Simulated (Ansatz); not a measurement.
All numbers below come from DFT PBE, scalar-relativistic, plane waves, PAW in Ansatz 0.2.0. All cells share a 420 eV cutoff and Γ-centred k meshes spaced at most about 0.3 Å⁻¹ (about 0.25 or finer for metals, 2π included). No spin polarisation in the final relaxations.

Temperature and zero-point effects are left out.

Two forms of Na2B5 were relaxed alike.

1.

```
CELL_PARAMETERS angstrom
4.40274 0.00000 0.00000
-1.84895 4.09391 0.00000
-0.37596 -2.58255 7.36131
ATOMIC_POSITIONS crystal
Na 0.40265 0.82782 0.72901
Na 0.59735 0.17218 0.27099
B 0.19783 0.60256 0.00092
B 0.50000 0.50000 0.00000
B 0.05887 0.19879 0.99980
B 0.94113 0.80121 0.00020
B 0.80217 0.39744 0.99908
```

2.

```
CELL_PARAMETERS angstrom
4.63472 0.00000 0.00000
0.00000 4.63472 0.00000
0.00000 0.00000 7.60819
ATOMIC_POSITIONS crystal
Na 0.50000 0.50000 0.21060
Na 0.50000 0.50000 0.78940
B 0.33330 0.00000 0.00000
B 0.66670 0.00000 0.00000
B 0.00000 0.33330 0.00000
B 0.00000 0.66670 0.00000
B 0.00000 0.00000 0.00000
```

Question: Which would you expect to be lower, and how large is the difference?

Answer: Cell 1 is lower, by 254 meV/atom. Cell 1 has space group P-1 (No. 2), 19.0 Å³/atom and no gap on its mesh; cell 2 has space group P4/mmm (No. 123), 23.3 Å³/atom and no gap. Counting B atoms around Na (those within 1.25 times the shortest such distance or 1.15 times the sum of covalent radii; a plus sign parts nearer from farther groups), cell 1 has Na 2+6 and cell 2 has Na 8+4. Cell 1 and cell 2 both hold B–B nets. Even the lower one lies +0.25 eV/atom against the reference forms of the elements (uncorrected), so neither is stable at this level. In cell 1, Na is surrounded by 2 B at 2.64 Å and 6 B at 3.00–3.16 Å; B on a site of symmetry 1 is surrounded by 4 B at 1.58–1.70 Å and 2 Na at 2.64 Å; B on a site of symmetry -1 is surrounded by 2 B at 1.58 Å, 2 B at 1.85 Å, 2 B at 2.91 Å and 4 Na at 3.00 Å; 1 more site not described. In cell 2, around Na lie 8 B at 2.92 Å, 1 Na at 3.20 Å and 4 B at 3.65 Å; B on a site of symmetry m2m has 2 B at 1.54–1.55 Å, 2 B at 2.18 Å and 4 Na at 2.92 Å; B on a site of symmetry 4/mmm is surrounded by 4 B at 1.54 Å, 4 B at 3.09 Å and 8 Na at 3.65 Å. Both come from invented guesses.

No dispersion correction is applied, so the spacing and binding between layers, chains or molecules are poorly described (P-1, P4/mmm), and this can change margins and order among such cells. A magnetic state wasn't ruled out in cells without spin, among them P-1, P4/mmm. Cells relaxed within their symmetry can be saddle points. The P-1 cell of Na2B5 came from shaking the P4/mmm one.
